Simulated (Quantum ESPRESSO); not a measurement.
Band energies of Li2SiS3

```
Li2SiS3
1.0
    5.81500    -3.37209     0.00000
    5.81500     3.37209     0.00000
    0.00000     0.00000     5.96390
Li Si S
4 2 6
Cartesian
  3.87954  -1.05918   5.91088
  7.75046   1.05918   2.92893
  7.75046  -1.05918   5.91088
  3.87954   1.05918   2.92893
  5.81500   2.25795   0.01771
  5.81500  -2.25795   2.99966
  4.05759  -1.28942   3.51614
  7.57241   1.28942   0.53419
  7.57241  -1.28942   3.51614
  4.05759   1.28942   0.53419
  5.81500   2.43708   3.76245
  5.81500  -2.43708   0.78050
```

LDA (Quantum ESPRESSO, PseudoDojo norm-conserving, 74 Ry, no spin-orbit coupling); path ΓXSRAZΓYX1A1TY,ZT; energies in eV from the valence-band maximum.

| k (1/Å) | point | band 24 | band 25 | band 26 | band 27 | band 28 | band 29 | band 30 | band 31 |
|---|---|---|---|---|---|---|---|---|---|
| 0.00 | Γ | -0.90 | -0.62 | -0.54 | -0.50 | -0.20 | 3.49 | 3.63 | 4.28 |
| 0.21 |  | -0.78 | -0.78 | -0.58 | -0.48 | -0.27 | 3.55 | 3.86 | 4.26 |
| 0.41 |  | -1.11 | -0.72 | -0.50 | -0.47 | -0.27 | 3.58 | 3.69 | 4.28 |
| 0.62 | X | -1.03 | -0.72 | -0.69 | -0.44 | -0.11 | 3.31 | 3.58 | 4.36 |
| 0.62 | S | -1.24 | -0.67 | -0.57 | -0.49 | -0.26 | 3.62 | 3.72 | 4.36 |
| 0.89 |  | -1.05 | -0.69 | -0.57 | -0.37 | -0.30 | 3.24 | 3.50 | 4.32 |
| 1.15 | R | -0.96 | -0.59 | -0.59 | -0.43 | -0.43 | 3.32 | 3.32 | 4.15 |
| 1.15 | A | -0.89 | -0.57 | -0.57 | -0.45 | -0.45 | 3.11 | 3.11 | 4.11 |
| 1.56 |  | -1.01 | -0.78 | -0.78 | -0.07 | -0.07 | 3.18 | 3.18 | 4.74 |
| 1.77 | Z | -1.00 | -0.71 | -0.71 | 0.00 | 0.00 | 3.09 | 3.09 | 4.76 |
| 1.95 |  | -0.92 | -0.78 | -0.65 | -0.18 | -0.11 | 3.38 | 3.42 | 4.39 |
| 2.30 | Γ | -0.90 | -0.62 | -0.54 | -0.50 | -0.20 | 3.49 | 3.63 | 4.28 |
| 2.48 |  | -0.93 | -0.73 | -0.67 | -0.47 | -0.23 | 3.57 | 3.74 | 4.25 |
| 2.66 |  | -0.95 | -0.87 | -0.73 | -0.30 | -0.30 | 3.68 | 3.70 | 4.41 |
| 2.84 | Y | -0.94 | -0.80 | -0.78 | -0.34 | -0.18 | 3.57 | 3.71 | 4.26 |
| 2.99 |  | -0.93 | -0.81 | -0.73 | -0.38 | -0.14 | 3.41 | 3.66 | 4.29 |
| 3.15 | X1 | -1.03 | -0.72 | -0.69 | -0.44 | -0.11 | 3.31 | 3.58 | 4.36 |
| 3.32 |  | -1.00 | -0.69 | -0.66 | -0.36 | -0.17 | 3.09 | 3.45 | 4.26 |
| 3.67 | A1 | -0.89 | -0.57 | -0.57 | -0.45 | -0.45 | 3.11 | 3.11 | 4.11 |
| 3.83 |  | -0.92 | -0.68 | -0.68 | -0.33 | -0.33 | 3.13 | 3.13 | 4.25 |
| 3.98 | T | -0.95 | -0.73 | -0.73 | -0.28 | -0.28 | 3.18 | 3.18 | 4.35 |
| 4.25 |  | -1.04 | -0.85 | -0.83 | -0.30 | -0.14 | 3.26 | 3.31 | 4.28 |
| 4.38 |  | -0.92 | -0.87 | -0.82 | -0.26 | -0.21 | 3.43 | 3.58 | 4.26 |
| 4.51 | Y | -0.94 | -0.80 | -0.78 | -0.34 | -0.18 | 3.57 | 3.71 | 4.26 |
| 4.51 | Z | -1.00 | -0.71 | -0.71 | 0.00 | 0.00 | 3.09 | 3.09 | 4.76 |
| 4.62 |  | -1.03 | -0.70 | -0.70 | -0.03 | -0.03 | 3.12 | 3.12 | 4.74 |
| 4.73 |  | -1.06 | -0.68 | -0.68 | -0.10 | -0.10 | 3.18 | 3.18 | 4.66 |
| 4.83 |  | -1.06 | -0.68 | -0.68 | -0.19 | -0.19 | 3.21 | 3.21 | 4.53 |
| 5.05 | T | -0.95 | -0.73 | -0.73 | -0.28 | -0.28 | 3.18 | 3.18 | 4.35 |

The LDA gap is indirect, 2.88 eV, from Z to 67 % of the way from X1 to A1; the smallest direct gap is 3.09 eV.

Geometry of the Materials Project entry, not relaxed at this level.

The structure is a Materials Project entry; no match was found in the copy of COD used, and its stability was not checked.

Letters of k points follow the standard setting of the lattice, whose axes may be ordered differently from the printed cell.
